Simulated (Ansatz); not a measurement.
ZrC (rock salt), relaxed with r²SCAN (Ansatz, a quantum-chemistry and plane-wave program, plane waves, PAW): a = b = c = 4.7114 Å, α = β = γ = 90.00°.

- ΔH_f (eV/atom): -1.01

Problem. The same phase is relaxed and computed with PBE in the same code. What are the cell and these values now?

Solution. a = b = c = 4.708 Å, α = β = γ = 90.00°.

ΔH_f (eV/atom): -0.86

All cells were relaxed under the symmetry of their starts (and spin orders); stability against distortions was not tested throughout. Rows with no word on spin ran without spin polarisation. Spin–orbit coupling is left out wherever it is not named.

Potentials: the later of the program's two PAW sets.

Ansatz is a plane-wave DFT program.

Formation energies count from the lowest solids of the elements computed at the same level, not from gases.
